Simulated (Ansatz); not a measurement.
Relaxed-ion elastic tensor of TiSi in space group Cmmm (No. 65; Ti on 2b, Si on 2d) in GPa (Voigt order), PBEsol in the plane-wave PAW code Ansatz; density 4.46 g/cm³, 14.13 Å³ per atom.

```csv
,1,2,3,4,5,6
1,219,113,124,0.0,0.0,0.0
2,113,160,104,0.0,0.0,0.0
3,124,104,269,0.0,0.0,0.0
4,0.0,0.0,0.0,14.9,0.0,0.0
5,0.0,0.0,0.0,0.0,162,0.0
6,0.0,0.0,0.0,0.0,0.0,91.1
```

**Question.** Is the crystal mechanically stable?

**Answer.** Yes: the smallest eigenvalue of C is 14.9 GPa.

**Question.** Work out the Voigt, Reuss and Hill averages.

**Answer.** K_V = 148, K_R = 139, K_H = 143; G_V = 74.2, G_R = 39.3, G_H = 56.8 GPa.

**Question.** Give Young's modulus, Poisson's ratio, Pugh's ratio and the universal anisotropy index.

**Answer.** E = 9KG/(3K + G) = 150 GPa; ν = 0.33; K/G = 2.53 (ductile by the Pugh limit of 1.75); A_U = 5G_V/G_R + K_V/K_R − 6 = 4.49.

**Question.** Estimate the sound speeds and the Debye temperature.

**Answer.** v_l = √((K + 4G/3)/ρ) = 7010 m/s, v_t = √(G/ρ) = 3570 m/s, mean 4000 m/s; Θ = (h/k)(3n/4πV)^(1/3) v_m = 492 K.

**Question.** Solve the Christoffel equation for the three sound speeds along x, y, z.

**Answer.** Eigenvalues of C_ijkl n_j n_l equal ρv². In km/s, slowest first: x 4.52, 6.03, 7.01; y 1.83, 4.52, 5.99; z 1.83, 6.03, 7.77.

**Question.** How much does each axis shrink under pressure?

**Answer.** Linear compressibilities β_i = Σ_j S_ij (j = 1 to 3): x 1.6, y 4.2, z 1.3 per TPa.

The workflow started from a Materials Project entry (that database holds measured and hypothetical structures alike); the Crystallography Open Database copy checked does not list it. COD files the formula under space group No. 25. Its standing as an ambient phase is unchecked. The cell was relaxed with PBEsol under the symmetry of its start; its stability against distortions is not shown here. The run is not spin-polarised. As this level gives no gap, shear constants depend on the k-mesh and smearing (Fermi–Dirac, 0.1 eV here).

Potentials: the earlier of the program's two PAW sets. The files were generated under PBE; for other functionals the program regenerates the frozen cores, and for LDA and PBEsol the local potential too.
